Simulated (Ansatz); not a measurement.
SiRu:
```
CELL_PARAMETERS angstrom
      4.68995     0.00000     0.00000
      0.00000     4.68995     0.00000
      0.00000     0.00000     4.68995
ATOMIC_POSITIONS crystal
  Si 0.16172 0.33828 0.66172
  Si 0.33828 0.66172 0.16172
  Si 0.66172 0.16172 0.33828
  Si 0.83828 0.83828 0.83828
  Ru 0.86890 0.63110 0.36890
  Ru 0.63110 0.36890 0.86890
  Ru 0.36890 0.86890 0.63110
  Ru 0.13110 0.13110 0.13110
```

PBEsol (plane waves, PAW; program Ansatz) gives a gap of 0.22 eV without spin–orbit coupling, maximum on the Γ–X line, 44 % of the way from Γ, minimum off the standard path, at k = (0.000, 0.247, 0.286) in fractions of the reciprocal vectors.

### Question
What happens when spin–orbit coupling is switched on?

### Answer
The gap drops by 0.06 eV, to 0.16 eV; maximum on the Γ–X line, 43 % of the way from Γ, minimum off the standard path, at k = (0.000, 0.310, 0.224) in fractions of the reciprocal vectors.

Space group P2_13. Symmetry was held in the PBEsol relaxation. No spin polarisation was allowed.

Potentials: the earlier of the program's two PAW sets. The files were generated under PBE; for other functionals the program regenerates the frozen cores, and for LDA and PBEsol the local potential too.
